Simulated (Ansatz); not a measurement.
A relaxed cell of MnAl₅ is given with its symmetry left out. The cell was found from a structure generator's guess, not taken from experiment.

These are results of DFT PBE, scalar-relativistic, plane waves, PAW in Ansatz 0.2.0, not measurements. Cutoff 420 eV, Γ-centred mesh, Gaussian smearing, no spin polarisation.

```
Mn Al
1.0
     4.93681    0.00000    0.00000
     0.00000    4.50836    0.00000
    -0.87148    0.00000    8.36334
Mn Al
2 10
Direct
  0.00000 0.34399 0.25000
  0.00000 0.65601 0.75000
  0.75996 0.16501 0.65857
  0.75996 0.83499 0.15857
  0.50000 0.30494 0.25000
  0.50000 0.69506 0.75000
  0.22914 0.33860 0.53064
  0.22914 0.66140 0.03064
  0.24004 0.83499 0.34143
  0.24004 0.16501 0.84143
  0.77086 0.66140 0.46936
  0.77086 0.33860 0.96936
```

The zero of energy is the elements' standard structures at the same level; no fitted shifts are applied.

Question: What space group does it have?

Answer: P2/c (No. 13). Conventional cell: a = 4.937 Å, b = 4.508 Å, c = 8.409 Å, β = 95.9°. Mn is surrounded by 10 Al at 2.47–2.68 Å; Al on a site of symmetry 1 is surrounded by 2 Mn at 2.59–2.66 Å, 8 Al at 2.63–2.86 Å and 1 Al at 3.13 Å; Al on a site of symmetry 2 has 2 Mn at 2.47 Å and 8 Al at 2.63–2.86 Å; Al on a second site of symmetry 1 is surrounded by 1 Mn at 2.51 Å, 1 Mn at 2.68 Å, 8 Al at 2.69–2.84 Å and 1 Al at 3.13 Å.

Question: What is its formation energy per atom?

Answer: −0.09 eV/atom. A negative formation energy is needed for stability but isn't enough: competing phases decide.

Question: Is it a metal?

Answer: Yes, bands cross the Fermi level on the 8×8×6 mesh.

The last run used an 8×8×6 mesh (in the run's order of axes) for its 12-atom cell and Gaussian smearing of 0.10 eV. Trial moments died out on the coarse mesh, so the last step has no spin; another magnetic start might hold. This cell was reached by moving the atoms of another relaxed cell at random and relaxing again, last within the group found; it had no such test of its own.
